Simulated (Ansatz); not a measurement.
Zr2Ni:
```xyz
6
Lattice="-3.2105 3.2105 2.5737 3.2105 -3.2105 2.5737 3.2105 3.2105 -2.5737" Properties=species:S:1:pos:R:3 pbc="T T T"
Zr     4.2579     1.0474     0.0000
Zr    -1.0474     2.1632     2.5737
Zr     2.1632     1.0474     2.5737
Zr     1.0474     2.1632     0.0000
Ni     0.0000     0.0000     3.8606
Ni     0.0000     0.0000     1.2869
```

Relaxed with PBEsol. Special points in fractions of this cell's reciprocal vectors: Γ (0.000, 0.000, 0.000); X (0.000, 0.000, 0.500); M (-0.500, 0.500, 0.500); Z (0.411, 0.411, -0.411); Z0 (-0.411, 0.589, 0.411); P (0.250, 0.250, 0.250); N (0.000, 0.500, 0.000).

### Question
List the band energies nearest the Fermi level at these points for PBEsol in the plane-wave PAW code Ansatz.

### Answer
In eV from the Fermi level; about four levels below and three above (degenerate sets whole), none deeper than 8.9 eV; points with the same levels are listed once.

```json
[
 {"k": "Γ", "below": "-0.94 -0.94 -0.85 -0.18 -0.18", "above": "0.04 0.11 0.39 0.39"},
 {"k": "X", "below": "-0.85 -0.83 -0.56 -0.47", "above": "0.37 0.45 0.58"},
 {"k": "M", "below": "-0.68 -0.68 -0.26 -0.05", "above": "0.90 1.33 1.34 1.34"},
 {"k": "Z", "below": "-0.56 -0.51 -0.51 0.00", "above": "0.95 1.50 1.50"},
 {"k": "P", "below": "-0.22 -0.22 -0.06 -0.06", "above": "0.01 0.01 0.52 0.52"},
 {"k": "N", "below": "-0.63 -0.63 -0.20 -0.20", "above": "0.66 0.66 0.82 0.82"}
]
```

Space group I4/mcm. The first step of the workflow began from a Materials Project structure, measured or hypothetical; the Crystallography Open Database files this formula in space group No. 140, but the cells were not matched. Its standing as an ambient phase is unchecked. The PBEsol relaxation kept the symmetry of its start; of distortions, only those at the zone centre were tested. No spin polarisation was allowed. Scalar-relativistic: spin–orbit coupling is off unless named, which matters more the heavier the elements.

Potentials: the later of the program's two PAW sets.
